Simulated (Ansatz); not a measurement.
# Relaxing yttrium (dhcp)

Level of theory: Ansatz 0.2.0, DFT, PBE, plane waves (420 eV) with PAW, scalar-relativistic.

k-point mesh 10×10×3, Fermi-Dirac smearing 0.05 eV, starting moments 1.00 ×4 μB. Cell and atoms relax.

Starting structure:

```xyz
4
Lattice="3.6008 0.0000 0.0000 -1.8004 3.1183 0.0000 0.0000 0.0000 11.7601" Properties=species:S:1:pos:R:3 pbc="T T T"
Y     0.0000    0.0000    0.0000
Y     0.0000    0.0000    5.8800
Y     0.0000    2.0789    2.9400
Y     1.8004    1.0394    8.8200
```

Problem. The pressure at the start is -0.6 GPa. By how much does the volume change?

Solution. From 33.01 to 32.45 Å³ per atom, -1.7 %. The final cell has a = 3.602 Å, c = 11.553 Å (c/a = 3.208).

Problem. How much energy does the relaxation gain?

Solution. 2.4 meV per atom.

Path of the relaxation (the plane waves are chosen anew near the end, which can shift the energy a little):

```json
{"step": "0", "E − E(final) (meV/atom)": "2.42", "V (Å³/atom)": "33.012", "P (GPa)": "-0.64", "max force (eV/Å)": "0.000"}
{"step": "1", "E − E(final) (meV/atom)": "0.05", "V (Å³/atom)": "32.437", "P (GPa)": "0.02", "max force (eV/Å)": "0.000"}
{"step": "2", "E − E(final) (meV/atom)": "-0.01", "V (Å³/atom)": "32.451", "P (GPa)": "0.01", "max force (eV/Å)": "0.000"}
{"step": "3", "E − E(final) (meV/atom)": "0.00", "V (Å³/atom)": "32.451", "P (GPa)": "0.01", "max force (eV/Å)": "0.000"}
```

Problem. Which magnetic state does it end in?

Solution. non-magnetic.
